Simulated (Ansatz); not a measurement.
Input file for Ansatz (a first-principles code):

Ansatz 0.2 input:
```yaml
crystal:
  lattice:
    - [7.3893235826, 0.0, 0.0]
    - [-3.6946617913, 6.3993419393, 0.0]
    - [0.0, 0.0, 3.7995219186]
  atoms:
    - { symbol: W, position: [0.5, 0.5, 0.0] }
    - { symbol: W, position: [0.0, 0.5, 0.0] }
    - { symbol: W, position: [0.5, 0.0, 0.0] }
    - { symbol: O, position: [0.2145613087, 0.4291226174, 0.0] }
    - { symbol: O, position: [0.7854386913, 0.5708773826, 0.0] }
    - { symbol: O, position: [0.7854386913, 0.2145613087, 0.0] }
    - { symbol: O, position: [0.2145613087, 0.7854386913, 0.0] }
    - { symbol: O, position: [0.5708773826, 0.7854386913, 0.0] }
    - { symbol: O, position: [0.4291226174, 0.2145613087, 0.0] }
    - { symbol: O, position: [0.0, 0.5, 0.5] }
    - { symbol: O, position: [0.5, 0.0, 0.5] }
    - { symbol: O, position: [0.5, 0.5, 0.5] }
kpoints:
  mp_grid: { grid: [5, 5, 7] }
hamiltonian:
  xc: pbesol
  pseudopotentials: { kind: paw }
scf:
  occupations: { method: fixed }
elastic: { mode: relaxed_ion, stencil: two_point, amplitude: 0.005, f_tol: 0.0005 }
```

Output (shortened):

```
Pseudopotential: W, paw, valence charge 14
Pseudopotential: O, paw, valence charge 6
Functional definition: PBEsol
Crystal: 12 atoms, lattice volume = 179.667 Å³
Basis set: ecut = 420 eV, 3541 PW (Γ), exchange–correlation on 100×100×54 points (8 copies of the dense FFT grid, shifted against one another)
Bands: 60, of which v1, the nominal top of the filled ones, is band 48 counted from 1 (47 counted from 0)
Symmetry: 24 space group operations
Space group: P6/mmm (ITA 191), of the structure as read, at distance tolerance 5.6e-5 Å
k-points: 20 of 175
SCF 1 converged in 13 iterations: F = -35820.371178 eV  dr2 = 7.07e-14
Crystal: 12 atoms, lattice volume = 178.769 Å³
Basis set: ecut = 420 eV, 3501 PW (Γ), exchange–correlation on 100×100×54 points (8 copies of the dense FFT grid, shifted against one another)
Symmetry: 8 space group operations
k-points: 36 of 175
SCF 2 converged in 17 iterations: F = -35820.364188 eV  dr2 = 2.42e-14
relax step   1: F+E_penalty+E_count = -35820.36418754 eV  Δ(F+E_penalty+E_count) = +0.000e0 eV  max|allowed force component| = 9.832e-2 eV/Å  Δτ_max = 0.0000 Å  (17 SCF iters, accepted)
Crystal: 12 atoms, lattice volume = 178.769 Å³
SCF 3 converged in 13 iterations: F = -35820.365619 eV  dr2 = 8.03e-14
relax step   2: F+E_penalty+E_count = -35820.36561879 eV  Δ(F+E_penalty+E_count) = -1.431e-3 eV  max|allowed force component| = 7.330e-3 eV/Å  Δτ_max = 0.0071 Å  (13 SCF iters, accepted)
Crystal: 12 atoms, lattice volume = 178.769 Å³
SCF 4 converged in 11 iterations: F = -35820.365632 eV  dr2 = 9.28e-14
relax step   3: F+E_penalty+E_count = -35820.36563175 eV  Δ(F+E_penalty+E_count) = -1.296e-5 eV  max|allowed force component| = 1.609e-3 eV/Å  Δτ_max = 0.0007 Å  (11 SCF iters, accepted)
Crystal: 12 atoms, lattice volume = 178.769 Å³
SCF 5 converged in 10 iterations: F = -35820.365633 eV  dr2 = 2.29e-14
relax step   4: F+E_penalty+E_count = -35820.36563269 eV  Δ(F+E_penalty+E_count) = -9.442e-7 eV  max|allowed force component| = 3.360e-5 eV/Å  Δτ_max = 0.0003 Å  (10 SCF iters, accepted)
Crystal: 12 atoms, lattice volume = 178.769 Å³
SCF 6 converged in 10 iterations: F = -35820.365633 eV  dr2 = 2.41e-14
Crystal: 12 atoms, lattice volume = 180.566 Å³
Basis set: ecut = 420 eV, 3549 PW (Γ), exchange–correlation on 100×100×54 points (8 copies of the dense FFT grid, shifted against one another)
SCF 7 converged in 16 iterations: F = -35820.364406 eV  dr2 = 8.20e-14
relax step   1: F+E_penalty+E_count = -35820.36440566 eV  Δ(F+E_penalty+E_count) = +0.000e0 eV  max|allowed force component| = 9.612e-2 eV/Å  Δτ_max = 0.0000 Å  (16 SCF iters, accepted)
Crystal: 12 atoms, lattice volume = 180.566 Å³
SCF 8 converged in 14 iterations: F = -35820.365750 eV  dr2 = 2.45e-14
relax step   2: F+E_penalty+E_count = -35820.36575037 eV  Δ(F+E_penalty+E_count) = -1.345e-3 eV  max|allowed force component| = 3.796e-3 eV/Å  Δτ_max = 0.0073 Å  (14 SCF iters, accepted)
Crystal: 12 atoms, lattice volume = 180.566 Å³
SCF 9 converged in 10 iterations: F = -35820.365751 eV  dr2 = 3.04e-14
relax step   3: F+E_penalty+E_count = -35820.36575130 eV  Δ(F+E_penalty+E_count) = -9.294e-7 eV  max|allowed force component| = 2.628e-4 eV/Å  Δτ_max = 0.0001 Å  (10 SCF iters, accepted)
Crystal: 12 atoms, lattice volume = 180.566 Å³
SCF 10 converged in 10 iterations: F = -35820.365751 eV  dr2 = 1.54e-14
Crystal: 12 atoms, lattice volume = 178.769 Å³
Basis set: ecut = 420 eV, 3481 PW (Γ), exchange–correlation on 100×100×54 points (8 copies of the dense FFT grid, shifted against one another)
SCF 11 converged in 14 iterations: F = -35820.362619 eV  dr2 = 1.05e-14
relax step   1: F+E_penalty+E_count = -35820.36261901 eV  Δ(F+E_penalty+E_count) = +0.000e0 eV  max|allowed force component| = 7.847e-3 eV/Å  Δτ_max = 0.0000 Å  (14 SCF iters, accepted)
Crystal: 12 atoms, lattice volume = 178.769 Å³
SCF 12 converged in 10 iterations: F = -35820.362633 eV  dr2 = 2.77e-14
relax step   2: F+E_penalty+E_count = -35820.36263272 eV  Δ(F+E_penalty+E_count) = -1.371e-5 eV  max|allowed force component| = 3.165e-4 eV/Å  Δτ_max = 0.0006 Å  (10 SCF iters, accepted)
Crystal: 12 atoms, lattice volume = 178.769 Å³
SCF 13 converged in 10 iterations: F = -35820.362633 eV  dr2 = 1.16e-14
Crystal: 12 atoms, lattice volume = 180.566 Å³
Basis set: ecut = 420 eV, 3565 PW (Γ), exchange–correlation on 100×100×54 points (8 copies of the dense FFT grid, shifted against one another)
SCF 14 converged in 13 iterations: F = -35820.363211 eV  dr2 = 9.24e-14
relax step   1: F+E_penalty+E_count = -35820.36321100 eV  Δ(F+E_penalty+E_count) = +0.000e0 eV  max|allowed force component| = 8.198e-3 eV/Å  Δτ_max = 0.0000 Å  (13 SCF iters, accepted)
Crystal: 12 atoms, lattice volume = 180.566 Å³
SCF 15 converged in 10 iterations: F = -35820.363226 eV  dr2 = 1.04e-14
relax step   2: F+E_penalty+E_count = -35820.36322597 eV  Δ(F+E_penalty+E_count) = -1.497e-5 eV  max|allowed force component| = 1.206e-5 eV/Å  Δτ_max = 0.0006 Å  (10 SCF iters, accepted)
Crystal: 12 atoms, lattice volume = 180.566 Å³
SCF 16 converged in 10 iterations: F = -35820.363226 eV  dr2 = 1.23e-14
Crystal: 12 atoms, lattice volume = 179.666 Å³
Basis set: ecut = 420 eV, 3521 PW (Γ), exchange–correlation on 100×100×54 points (8 copies of the dense FFT grid, shifted against one another)
Symmetry: 4 space group operations
k-points: 54 of 175
SCF 17 converged in 12 iterations: F = -35820.370253 eV  dr2 = 7.42e-14
relax step   1: F+E_penalty+E_count = -35820.37025272 eV  Δ(F+E_penalty+E_count) = +0.000e0 eV  max|allowed force component| = 1.293e-2 eV/Å  Δτ_max = 0.0000 Å  (12 SCF iters, accepted)
Crystal: 12 atoms, lattice volume = 179.666 Å³
SCF 18 converged in 10 iterations: F = -35820.370294 eV  dr2 = 1.83e-14
relax step   2: F+E_penalty+E_count = -35820.37029366 eV  Δ(F+E_penalty+E_count) = -4.095e-5 eV  max|allowed force component| = 6.275e-4 eV/Å  Δτ_max = 0.0020 Å  (10 SCF iters, accepted)
Crystal: 12 atoms, lattice volume = 179.666 Å³
SCF 19 converged in 9 iterations: F = -35820.370294 eV  dr2 = 3.12e-15
relax step   3: F+E_penalty+E_count = -35820.37029376 eV  Δ(F+E_penalty+E_count) = -9.624e-8 eV  max|allowed force component| = 8.032e-5 eV/Å  Δτ_max = 0.0001 Å  (9 SCF iters, accepted)
Crystal: 12 atoms, lattice volume = 179.666 Å³
SCF 20 converged in 10 iterations: F = -35820.370294 eV  dr2 = 1.21e-14
Crystal: 12 atoms, lattice volume = 179.666 Å³
SCF 21 converged in 12 iterations: F = -35820.370253 eV  dr2 = 8.34e-14
relax step   1: F+E_penalty+E_count = -35820.37025272 eV  Δ(F+E_penalty+E_count) = +0.000e0 eV  max|allowed force component| = 1.293e-2 eV/Å  Δτ_max = 0.0000 Å  (12 SCF iters, accepted)
Crystal: 12 atoms, lattice volume = 179.666 Å³
SCF 22 converged in 10 iterations: F = -35820.370294 eV  dr2 = 9.25e-15
relax step   2: F+E_penalty+E_count = -35820.37029376 eV  Δ(F+E_penalty+E_count) = -4.104e-5 eV  max|allowed force component| = 8.772e-5 eV/Å  Δτ_max = 0.0021 Å  (10 SCF iters, accepted)
Crystal: 12 atoms, lattice volume = 179.666 Å³
SCF 23 converged in 10 iterations: F = -35820.370294 eV  dr2 = 1.48e-14
SCF converged after 13 iterations
Free energy (F): -35820.371178 eV
Harris-Foulkes:  -35820.371178 eV  (|F-HF|=0.00e0)
Internal energy: -35820.371178 eV  (E = F + TS)
E sigma→0 (E₀):  -35820.371178 eV
Fermi energy:    4.800088 eV
--- Per-component energies (eV) ---
  E_band       = -1166.007479
  E_kinetic    = 2906.577835
  E_local      = -10214.256409  (includes V_loc(G=0)·N_el)
  E_nonlocal   = 433.512557
  E_hartree    = 3974.137303
  E_xc         = -1440.799014
  E_vxc        = -1542.746200  (∫ρ·V_xc dr)
  E_paw        = -26675.503292  (= ΣΔE_a)
  E_vpaw       = -697.391909  (= ΣTr[D̂ρ^β])
  E_aug_tail   = 0.022041  (compensation charges beyond the density's cutoff)
  E_ewald      = -4805.045167
  E_core_change = 0.982968  (= ΣΔE_core)
  E_smearing   =  0.000000  (= −TS)
  E_closure    = 0.000000  (closes the sum)
  Σ components = -35820.371178   (vs F -35820.371178, Δ=0.00e0)
--- Forces (eV/Å), atoms counted from 1 ---
  atom   1  W      0.00000000     0.00000000     0.00000000
  atom   2  W      0.00000000     0.00000000     0.00000000
  atom   3  W      0.00000000     0.00000000     0.00000000
  atom   4  O      0.00000000     0.00022504     0.00000000
  atom   5  O      0.00000000    -0.00022504     0.00000000
  atom   6  O     -0.00019489     0.00011252     0.00000000
  atom   7  O      0.00019489    -0.00011252     0.00000000
  atom   8  O     -0.00019489    -0.00011252     0.00000000
  atom   9  O      0.00019489     0.00011252     0.00000000
  atom  10  O      0.00000000     0.00000000     0.00000000
  atom  11  O      0.00000000     0.00000000     0.00000000
  atom  12  O      0.00000000     0.00000000     0.00000000
  max |Σ_I F_I| component: 8.81e-19 eV/Å
--- Stress (GPa, compression-positive) ---
        0.002673       0.000000       0.000000
        0.000000       0.002673       0.000000
        0.000000       0.000000       0.005314
  P = ⅓ Tr σ = 0.0036 GPa (0.036 kbar)
--- Band table (eV; the first three rows and the last of 20) ---
  k-point 0: bands = ["-69.7934", "-69.7921", "-69.7921", "-34.1214", "-34.1112", "-34.1112", "-34.0434", "-34.0404", "-34.0333", "-34.0333", "-34.0022", "-34.0022", "-13.5955", "-13.1043", "-13.1043", "-12.7482", "-12.7189", "-12.7189", "-11.5627", …
  k-point 1: bands = ["-69.7934", "-69.7921", "-69.7921", "-34.1205", "-34.1104", "-34.1104", "-34.0548", "-34.0476", "-34.0476", "-34.0426", "-34.0015", "-34.0015", "-13.5063", "-12.9762", "-12.9762", "-12.5968", "-12.5968", "-12.5891", "-11.5553", …
  k-point 2: bands = ["-69.7933", "-69.7920", "-69.7920", "-34.1187", "-34.1086", "-34.1086", "-34.0869", "-34.0794", "-34.0794", "-34.0410", "-33.9998", "-33.9998", "-13.3791", "-12.8753", "-12.8753", "-12.0928", "-12.0677", "-12.0677", "-11.5385", …
  k-point 19: bands = ["-69.7927", "-69.7924", "-69.7919", "-34.1094", "-34.1078", "-34.1048", "-34.1012", "-34.0825", "-34.0755", "-34.0559", "-34.0439", "-34.0107", "-12.9676", "-12.6537", "-12.3968", "-12.0664", "-11.9884", "-11.6089", "-11.5294", …
--- Elastic constants: 3 strain directions × 2 members + reference (group order 24) ---
  dense FFT box of the reference and of every strained cell: 50×50×27
  strains applied: 11, 33, 23; error gains …
  C = ∂σ_k/∂η_j (tension-positive GPa; Voigt order 11 22 33 23 13 12):
       390.028     91.440     32.466      0.000      0.000      0.000
        91.440    390.028     32.466      0.000      0.000      0.000
        32.448     32.448    596.168      0.000      0.000      0.000
         0.000      0.000      0.000     60.485      0.000      0.000
         0.000      0.000      0.000      0.000     60.485      0.000
         0.000      0.000      0.000      0.000      0.000    149.294
  reference stress σ⁰ (GPa):     -0.003     -0.003     -0.005      0.000      0.000      0.000
  moduli (Voigt/Reuss/Hill, GPa): K = 187.66/184.54/186.10   G = 135.38/99.18/117.28   E = 290.76   ν = 0.240
  mechanically stable: yes (min eigenvalue of sym C = 60.49 GPa)
  strain η (Voigt 11):  stress-route row diagonal C_11 = 390.03 GPa, energy-path curvature d²(F+E_count+ΔE)/dδ²/Ω₀ = 390.27 GPa
         δ    σ_11 (GPa)             F (eV)   n_scf  n_hpsi   n_pw
    -5.000e-3      -1.9747      -35820.3656327      10   37759   3509   relax 4 steps, max|allowed force component| 3.36e-5 eV/Å
     5.000e-3       1.9256      -35820.3657513      10   37677   3549   relax 3 steps, max|allowed force component| 2.63e-4 eV/Å
  strain η (Voigt 33):  stress-route row diagonal C_33 = 596.17 GPa, energy-path curvature d²(F+E_count+ΔE)/dδ²/Ω₀ = 596.70 GPa
         δ    σ_33 (GPa)             F (eV)   n_scf  n_hpsi   n_pw
    -5.000e-3      -3.0651      -35820.3626327      10   20995   3510   relax 2 steps, max|allowed force component| 3.17e-4 eV/Å
     5.000e-3       2.8966      -35820.3632260      10   20907   3565   relax 2 steps, max|allowed force component| 1.21e-5 eV/Å
  strain η (Voigt 23):  stress-route row diagonal C_44 = 60.49 GPa, energy-path curvature d²(F+E_count+ΔE)/dδ²/Ω₀ = 60.63 GPa
         δ    σ_23 (GPa)             F (eV)   n_scf  n_hpsi   n_pw
    -5.000e-3      -0.3024      -35820.3702938      10   56372   3530   relax 3 steps, max|allowed force component| 8.03e-5 eV/Å
     5.000e-3       0.3024      -35820.3702938      10   56356   3530   relax 2 steps, max|allowed force component| 8.77e-5 eV/Å
```

Cost: about 9 core-minutes (a rough figure) on shared cores.

The first step of the workflow began from a Materials Project structure, measured or hypothetical; the Crystallography Open Database files this formula in space group No. 191, but the cells were not matched. Its standing as an ambient phase is unchecked. The PBEsol relaxation kept the symmetry of its start; whether a distortion lowers the energy is not shown. No spin polarisation was allowed. No Hubbard U is applied. Scalar-relativistic: spin–orbit coupling is off unless named, which matters more the heavier the elements.

Potentials: the later of the program's two PAW sets.

Ansatz is a plane-wave DFT program.
